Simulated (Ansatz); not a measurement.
A trial structure of SiB3W was built thus: random cell by space group and Wyckoff sites (P-62m, No. 189). The dimensions are guesses.

```xyz
5
Lattice="2.7353 0.0000 0.0000 -1.3676 2.3688 0.0000 0.0000 0.0000 5.5455" Properties=species:S:1:pos:R:3 pbc="T T T"
Si    0.0000    0.0000    0.0000
B     1.2431    0.0000    2.7728
B    -0.6215    1.0765    2.7728
B     0.7461    1.2923    2.7728
W     0.0000    0.0000    2.7728
```

These are results of DFT PBE, scalar-relativistic, plane waves, PAW (Ansatz 0.2.0), not measurements. Cutoff 420 eV, Gaussian smearing, Γ-centred meshes. Cell and atoms relax first on a coarse mesh and then on a finer one. In between, the cell is made exact in the group found at 0.06 Å. In metals the finer mesh still leaves noise of several meV/atom or more. The steps can't lower the symmetry of their start. No spin polarisation.

A guess keeps its type if space group and coordination stay and the shape of the cell changes little (axis ratios within about 15 %, angles within 6°); the volume may change.

Task: Does it keep its structure type, or change into something else?

Result: It doesn't keep its type. The symmetry goes from P-62m (No. 189) to P6/mmm (No. 191). The volume per atom grows by 114.8 %, from 7.2 to 15.4 Å³. The shortest distance goes from 1.24 Å (B–W) to 2.16 Å (B–W and B–B). Counting neighbours within 15 % of an atom's shortest distance, the start has B 5, Si 14, W 3 and the end B 6, Si 2, W 8. In detail, at the end around Si lie 2 W at 2.39 Å; around B lie 2 W at 2.16 Å and 4 B at 2.16 Å; W has 6 B at 2.16 Å and 2 Si at 2.39 Å.

```cif
data_structure
_symmetry_space_group_name_H-M 'P6/mmm'
_symmetry_Int_Tables_number 191
_cell_length_a 4.3154
_cell_length_b 4.3154
_cell_length_c 4.7851
_cell_angle_alpha 90.000
_cell_angle_beta 90.000
_cell_angle_gamma 120.000
_cell_volume 77.17
loop_
_atom_site_label
_atom_site_type_symbol
_atom_site_symmetry_multiplicity
_atom_site_Wyckoff_symbol
_atom_site_fract_x
_atom_site_fract_y
_atom_site_fract_z
_atom_site_occupancy
Si1 Si 1 a 0.00000 0.00000 0.00000 1
B1 B 3 g 0.50000 0.00000 0.50000 1
W1 W 1 b 0.00000 0.00000 0.50000 1
```

Formation energies are uncorrected and refer to the elements' standard structures at the same level.

Task: At what energy does it end?

Result: +0.78 eV/atom. The separate elements lie lower, so it is unstable against them.

The last run used a 12×12×8 mesh (in the run's order of axes) for its 5-atom cell and Gaussian smearing of 0.10 eV. These runs have no spin–orbit coupling, which can matter for W. The cell is a metal run without spin; a magnetic state may lie lower. A structure relaxed within its symmetry needn't be a true minimum. Another cell of SiB3W relaxed alike, in P1, lies 0.41 eV/atom lower, so this cell isn't the stable form at this level.
